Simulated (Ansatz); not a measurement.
CdPd: energy along a strain

CdPd, P4/mmm, a = 3.028 Å, c = 3.631 Å (as given, not relaxed at this level: 2.1 GPa). The structure is a COD entry; whether it is the stable form wasn't checked. Ansatz: r2SCAN, PAW, 500 eV, Γ-centred 16×16×14 mesh on 2 atoms, Gaussian smearing 0.15 eV; no spin polarisation. Cell vectors (Å): 3.028 0.000 0.000; 0.000 3.028 0.000; 0.000 0.000 3.631. The cell is strained by x per cent times the pattern (1 1 0 0 0 0) in the order xx yy zz yz xz xy (engineering shears), with fractional coordinates held. y is the free energy over the start, V0 = 16.642 Å³/atom.

| x (%) | y (meV/atom) |
| --- | --- |
| -4.00 | ? |
| -3.00 | 41.72 |
| -2.00 | 20.85 |
| -1.00 | 7.16 |
| 0.00 | 0.00 |
| 1.00 | -1.30 |
| 2.00 | 2.63 |
| 3.00 | 11.22 |
| 3.50 | 17.12 |
| 4.00 | 24.00 |

Fit y = c1 x + c2 x² + c3 x³ to the other rows, get the stiffness along the pattern, and predict the missing energy.

Least squares on the rows shown. y = −4.1605 x + 2.9420 x² − 0.10111 x³. The clamped-ion stiffness p·C·p = 2 × 29.42 eV × 160.2 / 16.642 Å³ = 566 GPa (second derivative at the start, which stands under stress). At x = -4.00 the fit asked for gives 70.19 meV/atom. The run gave 70.53 meV/atom, so the fit is 0.34 meV/atom too low, 0.47 % of the span of the series, against an rms of 0.04 meV/atom on the fitted rows. The row lies outside the fitted range. With a term in x⁴ added, a fit to the same known rows predicts 70.56 meV/atom, so most of the miss is curvature that the known rows already hold.